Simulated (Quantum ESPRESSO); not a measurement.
## Electric field gradients in BaNaLaWO$_{6}$

```yaml
crystal:
  lattice:
    - [0.00000, 4.32374, 4.32374]
    - [4.32374, 0.00000, 4.32374]
    - [4.32374, 4.32374, 0.00000]
  atoms:
    - { symbol: Na, position: [0.75000, 0.75000, 0.75000] }
    - { symbol: Ba, position: [0.25000, 0.25000, 0.25000] }
    - { symbol: La, position: [0.00000, 0.00000, 0.00000] }
    - { symbol: W, position: [0.50000, 0.50000, 0.50000] }
    - { symbol: O, position: [0.72624, 0.27376, 0.27376] }
    - { symbol: O, position: [0.72624, 0.27376, 0.72624] }
    - { symbol: O, position: [0.27376, 0.72624, 0.72624] }
    - { symbol: O, position: [0.27376, 0.72624, 0.27376] }
    - { symbol: O, position: [0.72624, 0.72624, 0.27376] }
    - { symbol: O, position: [0.27376, 0.27376, 0.72624] }
```
The cell comes from the Materials Project (a computed structure). It is BaNaLaWO6 in F-43m; whether this form has been observed was not checked. Stability against distortions was not tested. Forces on the atoms reach 0.60 eV/Å at this level. The run has no spin polarisation.

Computed: field gradients by PBE PAW (JTH datasets; density from pw.x of a modified build of Quantum ESPRESSO, gradients reconstructed from it by a script), 30 Ha, k-mesh 5×5×5 through Γ.

| site | site symmetry | Vzz (a.u.) | η_Q | ∣C_Q∣ (MHz) |
|---|---|---|---|---|
| Na (atom 1) | -43m | 0 | – | 0 (²³Na) |
| Ba (atom 2) | -43m | 0 | – | 0 (¹³⁷Ba) |
| La (atom 3) | -43m | 0 | – | 0 (¹³⁹La) |
| W (atom 4) | -43m | 0 | – | – |
| O (atoms 5, 6, 7, 8, 9, 10) | 2mm | 0.109 | 0.58 | 0.65 (¹⁷O) |

Quadrupole moments taken as inputs (sizes, barn, from the tables of PySCF and pymatgen): ²³Na 0.104, ¹³⁷Ba 0.245, ¹³⁹La 0.2, ¹⁷O 0.0256.

Principal values are ordered |Vxx| ≤ |Vyy| ≤ |Vzz|, η = (Vxx − Vyy)/Vzz, and C_Q = eQVzz/h is given by its size. Cores are frozen. Against all-electron runs on small test molecules, this scheme's |Vzz| missed by −2 to +6 % on O.
